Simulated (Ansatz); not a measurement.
All numbers below come from DFT PBE, scalar-relativistic, plane waves, PAW in Ansatz 0.2.0. All cells share a 420 eV cutoff and Γ-centred k meshes spaced at most about 0.3 Å⁻¹ (about 0.25 or finer for metals, 2π included). Collinear spin in cells that started with moments and kept them past the coarse steps, no spin elsewhere.

Temperature and zero-point effects are left out.

Two relaxed structures of NaEuC4:

1. (site moments Eu 6.3 μB)

```yaml
crystal:
  lattice:
    - [3.95759, 0.00000, 0.00000]
    - [0.00000, 3.95759, 0.00000]
    - [0.00000, 0.00000, 6.31282]
  atoms:
    - { symbol: Na, position: [0.50000, 0.50000, 0.50000] }
    - { symbol: Eu, position: [0.00000, 0.00000, 0.00000] }
    - { symbol: C, position: [0.00000, 0.00000, 0.59988] }
    - { symbol: C, position: [0.50000, 0.50000, 0.10005] }
    - { symbol: C, position: [0.50000, 0.50000, 0.89995] }
    - { symbol: C, position: [0.00000, 0.00000, 0.40012] }
```

2. (site moments Eu 6.5 μB)

```yaml
crystal:
  lattice:
    - [2.69505, 0.00000, 0.00000]
    - [-1.34753, 2.33398, 0.00000]
    - [0.00000, 0.00000, 10.71359]
  atoms:
    - { symbol: Na, position: [0.00000, 0.00000, 0.00000] }
    - { symbol: Eu, position: [0.00000, 0.00000, 0.50000] }
    - { symbol: C, position: [0.33333, 0.66667, 0.71412] }
    - { symbol: C, position: [0.33333, 0.66667, 0.28588] }
    - { symbol: C, position: [0.66667, 0.33333, 0.71412] }
    - { symbol: C, position: [0.66667, 0.33333, 0.28588] }
```

**Question.** Which would you expect to be lower, and how large is the difference?

**Answer.** Cell 1 is lower, by 172 meV/atom. Cell 1 has space group P4/mmm (No. 123), 16.5 Å³/atom and no gap on its mesh; cell 2 has space group P6/mmm (No. 191), 11.2 Å³/atom and no gap. Counting C atoms around Eu and Na (those within 1.25 times the shortest such distance or 1.15 times the sum of covalent radii; a plus sign parts nearer from farther groups; the shortest distance is added where it is long for a bond), cell 1 has Na 2+8, Eu 2+8 and cell 2 has Na 12 from 3.4 Å, Eu 12. Cell 1 holds C–C pairs (shortest 1.26 Å); cell 2 holds C–C nets (shortest 1.56 Å). The lower one is the more open, so pressure narrows the difference. Even the lower one lies +0.53 eV/atom against the reference forms of the elements (uncorrected), so neither is stable at this level. In cell 1, Na has 2 C at 2.52 Å and 8 C at 2.87 Å; Eu has 2 C at 2.53 Å and 8 C at 2.87 Å; C on its first site has 1 C at 1.26 Å, 1 Eu at 2.53 Å and 4 Na at 2.87 Å; 1 more site not described. In cell 2, Na is surrounded by 6 Na at 2.70 Å; Eu is surrounded by 6 Eu at 2.70 Å and 12 C at 2.77 Å; around C lie 3 C at 1.56 Å, 6 C at 2.70 Å and 3 Eu at 2.77 Å. Both come from invented guesses.

Weakly bound directions are ill-defined at this level, which has no dispersion term (P6/mmm), and this can change margins and order among such cells. The 4f shell of Eu is treated without a Hubbard U, which places its levels poorly. Another magnetic order may lie lower. Cells relaxed within their symmetry can be saddle points.
